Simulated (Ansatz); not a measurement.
The start is a generated cell, TiAl built in the AFLOW prototype AB_hP4_186_b_b (B4, as in ZnS). A full variable-cell relaxation at zero pressure is run with r2SCAN (plane waves to 500 eV, PAW, scalar-relativistic; Ansatz, an electronic-structure program). The first steps use a coarse 11×11×6 k-mesh.

The start:
```
TiAl
1.0
    3.51431     0.00000     0.00000
   -1.75716     3.04349     0.00000
    0.00000     0.00000     5.75564
Ti Al
2 2
Direct
  0.66667   0.33333   0.00000
  0.33333   0.66667   0.50000
  0.66667   0.33333   0.62520
  0.33333   0.66667   0.12520
```

### Question
What pressure does the first self-consistent step give?

### Answer
+56.3 GPa (positive: the cell is compressed).

### Question
Which atoms feel the largest initial force, and how large is it?

### Answer
0.45 eV/Å, on Ti1, Ti2, Al3, Al4 (atoms numbered as listed).

### Question
How much energy is released per atom?

### Answer
2.03 eV/atom.

### Question
How does the volume change?

### Answer
+54.0 %, from 15.39 to 23.70 Å³/atom.

### Question
How do the shortest distances between atoms change?

### Answer
The closest pairs of elements (up to four, under 3.6 Å), start → end: Al–Ti 2.15 → 2.57 Å; Ti–Ti 3.51 → 3.70 Å; Al–Al 3.51 → 3.70 Å.

### Question
What band gap does the relaxed structure have at this level?

### Answer
No gap (metallic).

Final values are on a 12×12×9 k-mesh of the relaxed cell. No spin polarisation in the result. A magnetic state may lie lower.

The run could not lose the symmetry of its start: the end is stationary, and may be a saddle point rather than a minimum.

The relaxed structure here is a generated cell of TiAl: the first start was made by placing the elements on the sites of a structure type, and the end was not matched to a known phase here, so it may be hypothetical. Known forms of TiAl include space group No. 123.
